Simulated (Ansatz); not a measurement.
In DFT-PBEsol in the program Ansatz with PAW potentials, SiGe3 in the tetragonal phase (P-4m2; Si on 1a, Ge on 2g, Ge on 1c) relaxes to a = 3.967 Å, c = 5.594 Å. Si has 4 nearest neighbours from 2.41 Å (tetrahedral); Ge on 2g has 4 nearest neighbours from 2.41 Å (tetrahedral); Ge on 1c has 4 nearest neighbours from 2.45 Å (tetrahedral). Its formation energy from the elements is 0.013 eV/atom, with no fitted shifts.

It is gapped at this level: 0.22 eV (indirect). The valence maximum lies at Γ and the conduction minimum at R (2 equivalent valleys). HSE06 on the same cell gives 0.94 eV. Gap from PBEsol with spin–orbit coupling: 0.14 eV. The electron mass is 0.069, 0.099, 0.20 mₑ (principal values).

An equation-of-state fit gives a bulk modulus of 740 kbar. The relaxed-ion elastic constants in GPa are C11 = 154, C12 = 22.3, C13 = 48.5, C33 = 126, C44 = 64.9, C66 = 39.7. The elastic constants imply a Debye temperature near 398 K. Perturbation theory gives ε∞ = 17.7 (xx = yy), 17.5 (zz). Born charges are Si -0.01, Ge -0.08 to +0.17 e. Without the LO–TO term the highest mode at Γ lies at 392 cm⁻¹.

The start of the workflow was typed in or built on a structure type; neither database checked (COD, Materials Project) lists it. Its standing as an ambient phase is unchecked. The cell was relaxed with PBEsol under the symmetry of its start; whether a distortion lowers the energy is not shown. The references are the lowest solids computed at this level, not always the standard phases. Scalar-relativistic: spin–orbit coupling is off unless named, which matters more the heavier the elements.

Potentials: the earlier of the program's two PAW sets. The files were generated under PBE; for other functionals the program regenerates the frozen cores, and for LDA and PBEsol the local potential too.
